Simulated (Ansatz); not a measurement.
VN:
```
VN
1.0
    0.00000     2.05826     2.05826
    2.05826     0.00000     2.05826
    2.05826     2.05826     0.00000
N V
1 1
Direct
  0.00000   0.00000   0.00000
  0.50000   0.50000   0.50000
```

Relaxed with PBE. Special points in fractions of this cell's reciprocal vectors: Γ (0.000, 0.000, 0.000); X (0.500, 0.000, 0.500); U (0.625, 0.250, 0.625); K (0.375, 0.375, 0.750); L (0.500, 0.500, 0.500); W (0.500, 0.250, 0.750).

Task: List the band energies nearest the Fermi level at these points for PBE (plane waves, PAW; program Ansatz).

Result: In eV from the Fermi level; about four levels below and three above (degenerate sets whole), none deeper than 8.9 eV; … stands for higher levels left out; points with the same levels are listed once.

```tsv
k	below	above
Γ	-2.22 -2.22 -2.22 -1.53 -1.53 -1.53	…
X	-6.67 -3.83 -3.65 -3.65	0.53 1.24 1.24
U	-6.53 -6.52 -5.04 -1.17	0.87 1.32 2.68
L	-6.10 -6.10	0.61 0.61 1.48
W	-6.23 -6.23 -5.98	0.15 0.15 1.24
```

Space group Fm-3m (rock salt). The PBE relaxation kept the symmetry of its start. The workflow began spin-polarised and lost its moments.

Potentials: the later of the program's two PAW sets.
